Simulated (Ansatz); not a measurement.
Here is the system:

ZrO2 (tetragonal-ZrO2 type, space group P4_2/nmc)

```cif
data_O4Zr2
_chemical_formula_sum 'Zr2 O4'
_space_group_name_H-M_alt 'P 1'
_space_group_IT_number 1
_cell_length_a 3.60134
_cell_length_b 3.60134
_cell_length_c 5.22804
_cell_angle_alpha 90.000
_cell_angle_beta 90.000
_cell_angle_gamma 90.000
loop_
_space_group_symop_operation_xyz
  'x, y, z'
loop_
_atom_site_label
_atom_site_type_symbol
_atom_site_fract_x
_atom_site_fract_y
_atom_site_fract_z
_atom_site_occupancy
Zr1 Zr 0.00000 0.00000 0.00000 1
Zr2 Zr 0.50000 0.50000 0.50000 1
O1 O 0.00000 0.50000 0.19679 1
O2 O 0.00000 0.50000 0.69679 1
O3 O 0.50000 0.00000 0.30321 1
O4 O 0.50000 0.00000 0.80321 1
```

This relaxed cell (volume V₀) is scaled evenly in all directions, its shape held. The atoms relax within the cell's symmetry.

These are r2SCAN (plane waves to 500 eV, PAW, scalar-relativistic; Ansatz, a quantum-chemistry and plane-wave program) values and carry that method's errors. k mesh 10×10×7 (Γ-centred), Fermi-Dirac smearing 0.05 eV. The energy includes the smearing's −TS. Compression counts positive. With the shape held, the modulus is that of even scaling; a crystal free to change shape is softer. This is a high-temperature form of ZrO2. ZrO2 is run without spin polarisation. ZrO2 was relaxed with its symmetry unable to fall. The zero of ΔE is the relaxed starting cell.

The scan covers V/V₀ from 0.840 to 1.160 in 11 points.

**Question.** What is the fitted pressure derivative B₀′?

**Answer.** 4.7.

**Question.** What bulk modulus at fixed cell shape B₀ follows from a third-order Birch-Murnaghan fit?

**Answer.** 194 GPa.

(A scan under strain: stresses follow from slopes of the energy per volume, elastic moduli from its curvatures.)
